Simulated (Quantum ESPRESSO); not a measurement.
# ZnYAlF8: finding a planted mistake in a log

Computed values, not a measurement. The program is pw.x of Quantum ESPRESSO 7.5 (plane-wave density functional theory). The cell is made up: 11 atoms on a fluorite lattice with one site empty, with randomly drawn elements, strain and displacements, not relaxed. PseudoDojo standard norm-conserving files (v0.5 for PBE, v0.4.1 for LDA and PBEsol) set the functional; there is no spin polarisation, spin-orbit coupling or dispersion term, and the masses in the input are unused placeholders.

Intended input:

```
&control calculation='scf', pseudo_dir='./dojo.nc.sr.pbe.v0_5.standard.upf', outdir='./o', disk_io='low', tprnfor=.true., tstress=.true. /
&system ibrav=0, nat=11, ntyp=4, nbnd=51, ecutwfc=84.00895049, nosym=.true., tot_charge=0,
 occupations='smearing', smearing='fd', degauss=0.0018374661
/
&electrons conv_thr=7.350e-09, electron_maxstep=60, /
ATOMIC_SPECIES
Al 1.0 Al.upf
F 1.0 F.upf
Y 1.0 Y.upf
Zn 1.0 Zn.upf
CELL_PARAMETERS angstrom
5.1839 0.0 0.0
0.0 5.1839 0.0
0.0 0.0 5.1839
ATOMIC_POSITIONS angstrom
Zn -0.0148 2.5747 2.5478
Y 2.5611 0.1099 2.6241
Al 2.6225 2.6555 0.0037
F 1.28 1.3148 1.3408
F 1.3484 1.32 3.8935
F 1.3093 3.8986 1.2757
F 1.2783 3.806 3.8096
F 3.9311 1.32 1.3395
F 3.8935 1.2815 3.8063
F 3.8868 3.8798 1.292
F 3.8976 3.8755 3.8326
K_POINTS automatic
4 4 4 1 1 1
```

The log is shortened where brackets say so; the opening notice, blank lines, dates and the lines on written files are dropped, and the path of the files is cut. It prints rydbergs, bohrs and kilobars, and counts compression as positive stress. Where no state is partly filled, the Fermi energy that it prints is only some level between the filled and the empty states on the mesh, and need not lie in the true gap.

Log of the intended run:

```
     Program PWSCF v.7.5
     Parallel version (MPI & OpenMP), running on       4 processor cores
     Number of MPI processes:                 4
     Threads/MPI process:                     1
     [start-up lines left out]
     bravais-lattice index     =            0
     lattice parameter (alat)  =       9.7962  a.u.
     unit-cell volume          =     940.0835 (a.u.)^3
     number of atoms/cell      =           11
     number of atomic types    =            4
     number of electrons       =        90.00
     number of Kohn-Sham states=           51
     kinetic-energy cutoff     =      84.0090  Ry
     charge density cutoff     =     336.0358  Ry
     scf convergence threshold =      7.3E-09
     mixing beta               =       0.7000
     number of iterations used =            8  plain     mixing
     Exchange-correlation= PBE
                           (   1   4   3   4   0   0   0)
     [axes and pseudopotential details left out]
   Cartesian axes
     site n.     atom                  positions (alat units)
         1        Zn     tau(   1) = (  -0.0028550   0.4966724   0.4914832  )
         2        Y      tau(   2) = (   0.4940489   0.0212003   0.5062019  )
         3        Al     tau(   3) = (   0.5058932   0.5122591   0.0007137  )
         4        F      tau(   4) = (   0.2469183   0.2536314   0.2586470  )
         5        F      tau(   5) = (   0.2601130   0.2546345   0.7510754  )
         6        F      tau(   6) = (   0.2525705   0.7520593   0.2460889  )
         7        F      tau(   7) = (   0.2465904   0.7341963   0.7348907  )
         8        F      tau(   8) = (   0.7583287   0.2546345   0.2583962  )
         9        F      tau(   9) = (   0.7510754   0.2472077   0.7342541  )
        10        F      tau(  10) = (   0.7497830   0.7484326   0.2492332  )
        11        F      tau(  11) = (   0.7518664   0.7476032   0.7393275  )
     number of k points=    32  Fermi-Dirac smearing, width (Ry)=  0.0018
                       cart. coord. in units 2pi/alat
        k(    1) = (   0.1250000   0.1250000   0.1250000), wk =   0.0625000
        k(    2) = (   0.1250000   0.1250000   0.3750000), wk =   0.0625000
     [further k points left out]
     Dense  grid:    97569 G-vectors     FFT dimensions: (  60,  60,  60)
     Estimated max dynamical RAM per process >     223.95 MB
     Estimated total dynamical RAM >     824.36 MB
     Initial potential from superposition of free atoms
     starting charge      89.9929, renormalised to      90.0000
     Starting wfcs are   56 randomized atomic wfcs
     total cpu time spent up to now is        3.5 secs
     per-process dynamical memory:   158.6 Mb
     Self-consistent Calculation
     iteration #  1     ecut=    84.01 Ry     beta= 0.70
     Davidson diagonalization with overlap
     ethr =  1.00E-02,  avg # of iterations =  2.0
     total cpu time spent up to now is        8.8 secs
     total energy              =    -899.07762012 Ry
     estimated scf accuracy    <       1.65821012 Ry
     iteration #  2     ecut=    84.01 Ry     beta= 0.70
     Davidson diagonalization with overlap
     ethr =  1.84E-03,  avg # of iterations =  3.0
     total cpu time spent up to now is       15.2 secs
     total energy              =    -899.53043701 Ry
     estimated scf accuracy    <       1.49917499 Ry
     [iterations 3 to 8 left out]
     iteration #  9     ecut=    84.01 Ry     beta= 0.70
     Davidson diagonalization with overlap
     ethr =  8.18E-10,  avg # of iterations =  2.3
     total cpu time spent up to now is       62.7 secs
     total energy              =    -899.82414664 Ry
     estimated scf accuracy    <       0.00000012 Ry
     iteration # 10     ecut=    84.01 Ry     beta= 0.70
     Davidson diagonalization with overlap
     ethr =  1.29E-10,  avg # of iterations =  2.1
     total cpu time spent up to now is       69.0 secs
     End of self-consistent calculation
     [lines on levels left out]
     the Fermi energy is     4.8045 ev
!    total energy              =    -899.82414667 Ry
     estimated scf accuracy    <          4.5E-09 Ry
     smearing contrib. (-TS)   =       0.00000000 Ry
     internal energy E=F+TS    =    -899.82414667 Ry
     The total energy is F=E-TS. E is the sum of the following terms:
     one-electron contribution =    -608.19629122 Ry
     hartree contribution      =     348.84882821 Ry
     xc contribution           =    -151.80957887 Ry
     ewald contribution        =    -488.66710480 Ry
     convergence has been achieved in  10 iterations
     Forces acting on atoms (cartesian axes, Ry/au):
     atom    1 type  4   force =     0.00200314    0.01493895    0.00031944
     atom    2 type  3   force =     0.00583610   -0.07049200   -0.02520548
     atom    3 type  1   force =    -0.00388907    0.02914554    0.00176551
     atom    4 type  2   force =     0.02934306    0.05478820   -0.03219953
     atom    5 type  2   force =     0.01795848    0.05201568    0.04931561
     atom    6 type  2   force =     0.04246189   -0.05334734   -0.03453643
     atom    7 type  2   force =     0.04163990   -0.03412761    0.02943550
     atom    8 type  2   force =    -0.04051322    0.04794758   -0.04316054
     atom    9 type  2   force =    -0.00621746    0.06359481    0.05223685
     atom   10 type  2   force =    -0.04403741   -0.05076290   -0.03361050
     atom   11 type  2   force =    -0.04458541   -0.05370091    0.03563957
     Total force =     0.226058     Total SCF correction =     0.000211
     Computing stress (Cartesian axis) and pressure
          total   stress  (Ry/bohr**3)                   (kbar)     P=      -51.24
  -0.00046623  -0.00003725   0.00000730          -68.58       -5.48        1.07
  -0.00003725  -0.00020326  -0.00000487           -5.48      -29.90       -0.72
   0.00000730  -0.00000487  -0.00037542            1.07       -0.72      -55.23
     init_run     :      3.26s CPU      3.38s WALL (       1 calls)
     electrons    :     65.07s CPU     65.52s WALL (       1 calls)
     forces       :      1.17s CPU      1.17s WALL (       1 calls)
     stress       :      3.87s CPU      3.87s WALL (       1 calls)
     [timing details left out]
     PWSCF        :   1m13.52s CPU   1m14.14s WALL
     JOB DONE.
```

A second run was made from an input with one planted mistake. Its log:

```
     Program PWSCF v.7.5
     Parallel version (MPI & OpenMP), running on       4 processor cores
     Number of MPI processes:                 4
     Threads/MPI process:                     1
     [start-up lines left out]
     bravais-lattice index     =            0
     lattice parameter (alat)  =       9.7413  a.u.
     unit-cell volume          =     924.3945 (a.u.)^3
     number of atoms/cell      =           11
     number of atomic types    =            4
     number of electrons       =        90.00
     number of Kohn-Sham states=           51
     kinetic-energy cutoff     =      84.0090  Ry
     charge density cutoff     =     336.0358  Ry
     scf convergence threshold =      7.3E-09
     mixing beta               =       0.7000
     number of iterations used =            8  plain     mixing
     Exchange-correlation= PBE
                           (   1   4   3   4   0   0   0)
     [axes and pseudopotential details left out]
   Cartesian axes
     site n.     atom                  positions (alat units)
         1        Zn     tau(   1) = (  -0.0028517   0.4966731   0.4914741  )
         2        Y      tau(   2) = (   0.4940542   0.0212031   0.5061980  )
         3        Al     tau(   3) = (   0.5058876   0.5122505   0.0007178  )
         4        F      tau(   4) = (   0.2469107   0.2536228   0.2586471  )
         5        F      tau(   5) = (   0.2601020   0.2546315   0.7510718  )
         6        F      tau(   6) = (   0.2525752   0.7520611   0.2460959  )
         7        F      tau(   7) = (   0.2465809   0.7341946   0.7348930  )
         8        F      tau(   8) = (   0.7583270   0.2546315   0.2583949  )
         9        F      tau(   9) = (   0.7510718   0.2472017   0.7342528  )
        10        F      tau(  10) = (   0.7497721   0.7484335   0.2492386  )
        11        F      tau(  11) = (   0.7518672   0.7475994   0.7393160  )
     number of k points=    32  Fermi-Dirac smearing, width (Ry)=  0.0018
                       cart. coord. in units 2pi/alat
        k(    1) = (   0.1250000   0.1250000   0.1250000), wk =   0.0625000
        k(    2) = (   0.1250000   0.1250000   0.3750000), wk =   0.0625000
     [further k points left out]
     Dense  grid:    96105 G-vectors     FFT dimensions: (  60,  60,  60)
     Estimated max dynamical RAM per process >     220.66 MB
     Estimated total dynamical RAM >     812.24 MB
     Initial potential from superposition of free atoms
     starting charge      89.9929, renormalised to      90.0000
     Starting wfcs are   56 randomized atomic wfcs
     total cpu time spent up to now is        5.0 secs
     per-process dynamical memory:   156.4 Mb
     Self-consistent Calculation
     iteration #  1     ecut=    84.01 Ry     beta= 0.70
     Davidson diagonalization with overlap
     ethr =  1.00E-02,  avg # of iterations =  2.0
     total cpu time spent up to now is       11.0 secs
     total energy              =    -899.09789011 Ry
     estimated scf accuracy    <       1.63302703 Ry
     iteration #  2     ecut=    84.01 Ry     beta= 0.70
     Davidson diagonalization with overlap
     ethr =  1.81E-03,  avg # of iterations =  3.0
     total cpu time spent up to now is       17.4 secs
     total energy              =    -899.55016131 Ry
     estimated scf accuracy    <       1.42383070 Ry
     [iterations 3 to 8 left out]
     iteration #  9     ecut=    84.01 Ry     beta= 0.70
     Davidson diagonalization with overlap
     ethr =  6.74E-10,  avg # of iterations =  2.7
     total cpu time spent up to now is       66.0 secs
     total energy              =    -899.82871571 Ry
     estimated scf accuracy    <       0.00000011 Ry
     iteration # 10     ecut=    84.01 Ry     beta= 0.70
     Davidson diagonalization with overlap
     ethr =  1.23E-10,  avg # of iterations =  2.1
     total cpu time spent up to now is       71.9 secs
     End of self-consistent calculation
     [lines on levels left out]
     the Fermi energy is     5.1160 ev
!    total energy              =    -899.82871574 Ry
     estimated scf accuracy    <          4.0E-09 Ry
     smearing contrib. (-TS)   =       0.00000000 Ry
     internal energy E=F+TS    =    -899.82871574 Ry
     The total energy is F=E-TS. E is the sum of the following terms:
     one-electron contribution =    -603.82252970 Ry
     hartree contribution      =     347.29668647 Ry
     xc contribution           =    -151.88856565 Ry
     ewald contribution        =    -491.41430686 Ry
     convergence has been achieved in  10 iterations
     Forces acting on atoms (cartesian axes, Ry/au):
     atom    1 type  4   force =     0.00235924    0.01564960    0.00070748
     atom    2 type  3   force =     0.00604488   -0.07508553   -0.02691584
     atom    3 type  1   force =    -0.00391805    0.02888134    0.00172843
     atom    4 type  2   force =     0.02757910    0.05649280   -0.03630836
     atom    5 type  2   force =     0.01494835    0.05411176    0.05371359
     atom    6 type  2   force =     0.04115835   -0.05423389   -0.03719228
     atom    7 type  2   force =     0.04068578   -0.03468240    0.03209848
     atom    8 type  2   force =    -0.03941441    0.04872492   -0.04722593
     atom    9 type  2   force =    -0.00305906    0.06593433    0.05700311
     atom   10 type  2   force =    -0.04300430   -0.05107254   -0.03592018
     atom   11 type  2   force =    -0.04337988   -0.05472040    0.03831150
     Total force =     0.233607     Total SCF correction =     0.000199
     Computing stress (Cartesian axis) and pressure
          total   stress  (Ry/bohr**3)                   (kbar)     P=      -35.07
  -0.00035808  -0.00003658   0.00001105          -52.68       -5.38        1.63
  -0.00003658  -0.00008930   0.00000047           -5.38      -13.14        0.07
   0.00001105   0.00000047  -0.00026786            1.63        0.07      -39.40
     init_run     :      3.63s CPU      3.83s WALL (       1 calls)
     electrons    :     66.46s CPU     66.98s WALL (       1 calls)
     forces       :      1.17s CPU      1.18s WALL (       1 calls)
     stress       :      3.91s CPU      3.92s WALL (       1 calls)
     [timing details left out]
     PWSCF        :   1m16.35s CPU   1m17.13s WALL
     JOB DONE.
```

Question: what was wrong in the second input?

Answer: the cell and the positions are scaled by a wrong factor. The input lines that differ, file-writing options aside:

```
- 5.1839 0.0 0.0
+ 5.1549 0.0 0.0
- 0.0 5.1839 0.0
+ 0.0 5.1549 0.0
- 0.0 0.0 5.1839
+ 0.0 0.0 5.1549
- Zn -0.0148 2.5747 2.5478
+ Zn -0.0147 2.5603 2.5335
- Y 2.5611 0.1099 2.6241
+ Y 2.5468 0.1093 2.6094
- Al 2.6225 2.6555 0.0037
+ Al 2.6078 2.6406 0.0037
- F 1.28 1.3148 1.3408
+ F 1.2728 1.3074 1.3333
- F 1.3484 1.32 3.8935
+ F 1.3408 1.3126 3.8717
- F 1.3093 3.8986 1.2757
+ F 1.302 3.8768 1.2686
- F 1.2783 3.806 3.8096
+ F 1.2711 3.7847 3.7883
- F 3.9311 1.32 1.3395
+ F 3.9091 1.3126 1.332
- F 3.8935 1.2815 3.8063
+ F 3.8717 1.2743 3.785
- F 3.8868 3.8798 1.292
+ F 3.865 3.8581 1.2848
- F 3.8976 3.8755 3.8326
+ F 3.8758 3.8538 3.8111
```

```
                                            intended run  run with the mistake
                          free energy (eV)    -12242.731            -12242.793
                    smearing term -TS (eV)        0.0000                0.0000
                            pressure (GPa)         -5.12                 -3.51
            largest force component (eV/Å)         1.812                 1.931
largest change of a force component (eV/Å)                               0.123
                                iterations            10                    10
```

For scale, a rerun of the intended cell at 1437 eV and a 6 x 6 x 6 mesh moved values by no more than 0.004 eV in energy, 0.02 GPa in stress and 0.002 eV/Å in force.